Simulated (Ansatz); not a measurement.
ZnPt₃:
```
ZnPt3
1.0
    3.89449     0.00000     0.00000
    0.00000     3.89449     0.00000
    0.00000     0.00000     3.89449
Zn Pt
1 3
Direct
  0.00000   0.00000   0.00000
  0.50000   0.50000   0.00000
  0.00000   0.50000   0.50000
  0.50000   0.00000   0.50000
```

Relaxed with r²SCAN. Special points in fractions of this cell's reciprocal vectors: Γ (0.000, 0.000, 0.000); X (0.000, 0.500, 0.000); M (0.500, 0.500, 0.000); R (0.500, 0.500, 0.500).

Problem. List the band energies nearest the Fermi level at these points for plane-wave PAW r²SCAN (Ansatz code).

Solution. In eV from the Fermi level; about four levels below and three above (degenerate sets whole), none deeper than 8.9 eV; points with the same levels are listed once.

| k | below | above |
|---|---|---|
| Γ | -1.97 -1.97 -1.97 -0.85 -0.85 | 0.24 0.79 0.79 0.79 |
| X | -2.04 -2.04 -1.86 -0.74 | 0.79 5.54 7.35 7.35 |
| M | -2.51 -1.61 -1.48 -1.46 | 0.12 2.09 2.09 |
| R | -1.04 -1.04 -1.04 -0.12 | 0.29 0.29 0.29 |

Space group Pm-3m (Cu3Au type). The first step of the workflow began from a Materials Project structure, measured or hypothetical; the Crystallography Open Database files this formula in space group No. 221, but the cells were not matched. Whether it is the stable phase at ambient conditions was not checked. The r²SCAN relaxation kept the symmetry of its start; its stability against distortions is not shown here. The run is not spin-polarised. Scalar-relativistic: spin–orbit coupling is off unless named, which matters more the heavier the elements.

Potentials: the later of the program's two PAW sets.
